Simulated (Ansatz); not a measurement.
Gd (hcp, Mg type)

```xyz
2
Lattice="3.6483 0.0000 0.0000 -1.8241 3.1595 0.0000 0.0000 0.0000 5.8356" Properties=species:S:1:pos:R:3 pbc="T T T"
Gd     0.0000     2.1063     4.3767
Gd     1.8241     1.0532     1.4589
```

The slice is a (1 -1 0 0) plane (indices of the conventional cell) through the point (0.333, 0.667, 0.750) (fractional), spanned by u = [110] and v = [001] in vectors of this cell: u (3.65 Å) and v (5.84 Å, at 90° to u). It covers one period; positions are fractions (u, v).

All values below come from PBE (plane waves to 420 eV, PAW, scalar-relativistic; Ansatz, an electronic-structure program). k mesh 15×15×8. Near the nuclei the fields are pseudised (PAW); where an atom keeps semicore shells as valence, they peak there. Gd was relaxed with its symmetry unable to fall. Relaxed Gd ends ferromagnetic. The magnetic order is the one the run started from; other orders were not tried. The f-shell state is unchecked: a lower one may exist.

Three fields on this plane, each scaled to ten steps between its own extremes (0 low, 9 high; the total valence density on a logarithmic scale, the potential cut 8 eV below its top; x marks points blanked near nuclei; v = 0 in the bottom row):

Map A
```
|xxxx31113xxx|
|xxx7111117xx|
|xx820000028x|
|652100000125|
|332100000123|
|322100000122|
|332100000123|
|433212221233|
|443335753334|
|443347974334|
|443335753334|
|433212221233|
|332100000123|
|322100000122|
|332100000123|
|652100000125|
|xx820000028x|
|xxx7111117xx|
|xxxx31113xxx|
|xxxx41114xxx|
```

Map B
```
|xxxx00200xxx|
|xxx3013103xx|
|xx300242003x|
|210014541001|
|111123332111|
|554210001245|
|885100000158|
|984100100148|
|983002320038|
|983013431038|
|983002320038|
|984100100148|
|885100000158|
|554210001245|
|111123332111|
|210014541001|
|xx300242003x|
|xxx3013103xx|
|xxxx00200xxx|
|xxxx10101xxx|
```

Map C
```
|xxxx51015xxx|
|xxx9300039xx|
|xx941000149x|
|763100000136|
|211000000011|
|000000100000|
|000012321000|
|000135653100|
|001257875210|
|011258985211|
|001257875210|
|000135653100|
|000012321000|
|000000100000|
|211000000011|
|763100000136|
|xx941000149x|
|xxx9300039xx|
|xxxx51015xxx|
|xxxx51015xxx|
```

Task: Assign the maps to these fields: ELF of the up spins; valence electron density; spin density, up minus down.

Result: A is the spin density, up minus down; B is the ELF of the up spins; C is the valence electron density.
